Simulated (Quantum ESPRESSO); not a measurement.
Kohn-Sham bands of Ga₂BiAs (P-4m2)

```
CELL_PARAMETERS angstrom
      4.30014     0.00000     0.00000
      0.00000     4.30014     0.00000
      0.00000     0.00000     6.14586
ATOMIC_POSITIONS crystal
  Ga 0.50000 0.00000 0.72574
  Ga 0.00000 0.50000 0.27426
  Bi 0.00000 0.00000 0.00000
  As 0.50000 0.50000 0.50000
```

Structure: Materials Project mp-1018076, symmetrised, not relaxed again. Not found in the COD (Crystallography Open Database) copy used; not checked further. Level: PBEsol, no spin polarisation, no spin-orbit coupling; pw.x of Quantum ESPRESSO at 68 Ry with PseudoDojo potentials, 6×6×4 k-points, Wannier90. Density: 8×8×6 mesh, cold smearing 0.01 Ry. Spin-orbit coupling is left out although heavy elements are present.

Problem. List the Kohn-Sham levels between −8 and 3.0 eV relative to the Fermi level at the high-symmetry points, as a band run of pw.x on that density gives them (levels within 2 meV counted together).

Solution. 
```
point  k (reciprocal lattice)                                                   levels (eV)
-----  ----------------------  ------------------------------------------------------------
Γ           0.000 0.000 0.000        -6.64, -2.62 (×2), -1.32, -0.14, 0.10 (×2), 0.98, 1.23
X           0.000 0.500 0.000          -5.89, -5.54, -3.16, -3.06, -1.82, -0.52, 1.30, 2.34
M           0.500 0.500 0.000   -6.65 (×2), -2.77, -2.50 (×2), -2.20, 0.72, 1.08 (×2), 1.49
Z           0.000 0.000 0.500  -4.52, -4.50, -2.19 (×2), -0.98 (×2), 0.97, 1.59, 2.34, 2.70
R           0.000 0.500 0.500         -6.56, -6.14, -1.79, -1.23, -1.13, -0.41, -0.22, 0.15
A           0.500 0.500 0.500                          -6.51 (×2), -3.23 (×2), -3.10, -2.95
```
